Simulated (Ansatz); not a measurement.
Input and command of a plane-wave DFT calculation in Ansatz:

```yaml
crystal:
  lattice:
    - [5.0418945374, 0.0, 0.0]
    - [0.0, 5.0418945374, 0.0]
    - [0.0, 0.0, 4.668420868]
  atoms:
    - { symbol: In, position: [0.0, 0.5, 0.5] }
    - { symbol: In, position: [0.5, 0.0, 0.5] }
    - { symbol: In, position: [0.5, 0.5, 0.0] }
    - { symbol: Se, position: [0.0, 0.0, 0.0] }
basis:
  ecutwfc: 420
kpoints:
  mp_grid: { grid: [10, 10, 10] }
hamiltonian:
  xc: pbesol
scf:
  occupations: { method: gaussian, width: 0.15 }
output:
  forces: true
  stress: true
  eigenvalues: true
```

```bash
ansatz run input.yaml --threads 2 --pin off --max-ram 5120MiB --backend cpu --events-out ev --progress --plain --runs-dir out
```

Processor: Intel(R) Xeon(R) Platinum 8488C (Sapphire Rapids), 2 threads, on a host shared with other jobs.

Q: Estimate time, memory and problem size.

A: About 11 s on 2 threads of Intel(R) Xeon(R) Platinum 8488C (Sapphire Rapids), with other jobs on the host, peak memory 0.69 GiB. It solves 33 bands at 126 k points (the mesh reduced by the symmetry that the task leaves, which can be less than the crystal's) with about 2339 plane waves, in 8 SCF iterations.
